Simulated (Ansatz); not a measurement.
The start is a generated trial cell of Ga in the AFLOW prototype A_tI4_139_e (as in Si). The cell and all atomic positions are relaxed at zero pressure with r2SCAN (plane waves to 500 eV, PAW, scalar-relativistic; Ansatz, a program for electronic structure). First-step values are on the input's coarse k-mesh.

Ansatz input (later rounds restart from its end on a renewed k-mesh):
Ansatz 0.2 input:
```yaml
crystal:
  lattice:
    - [-1.6973633, 1.6973633, 3.2965741]
    - [1.6973633, -1.6973633, 3.2965741]
    - [1.6973633, 1.6973633, -3.2965741]
  atoms:
    - { symbol: Ga, position: [0.819, 0.819, 0] }
    - { symbol: Ga, position: [0.181, 0.181, 0] }
basis: { ecutwfc: 500, ecutrho_ratio: 4, xc_grid: 4, fft_grid_basis: typed }
kpoints: { mp_grid: { grid: [13, 13, 13] } }
hamiltonian:
  xc: r2scan
  dispersion: none
  pseudopotentials: { azcp: { folder: ./paw }, kind: paw }
scf: { occupations: { method: fermi_dirac, width: 0.05 } }
relax: { f_tol: 0.01, max_steps: 100, cell: { stress_tol: 0.02 } }
output: { forces: true, stress: true }
```

Largest initial force: 0.08 eV/Å, on Ga1, Ga2 (atoms numbered as listed)
Energy released: 0.15 eV/atom
Shortest distances (start → end): The closest pairs of elements (up to four, under 3.6 Å), start → end: Ga–Ga 2.39 → 2.46 Å
Band gap at the end: zero (metallic)
Optimiser moves: 14

Relaxed structure:

Space group I4/mmm (No. 139); a = b = 3.203 Å, c = 7.724 Å, α = β = γ = 90.00°

```tsv
atom	site	symmetry	x	y	z
Ga	4e	4mm	0.0000	0.0000	0.1591
```
(The calculation used a cell of 2 atoms; values per cell refer to that cell.)

Final values are on a 20×20×20 k-mesh of the relaxed cell. No spin polarisation in the result.

The run could not lose the symmetry of its start, so the end can be a saddle point.

The relaxed structure here is a generated cell of Ga: the first start was made by placing the elements on the sites of a structure type, and the end was not matched to a known phase here, so it may be hypothetical. Known forms of Ga include space group No. 64.
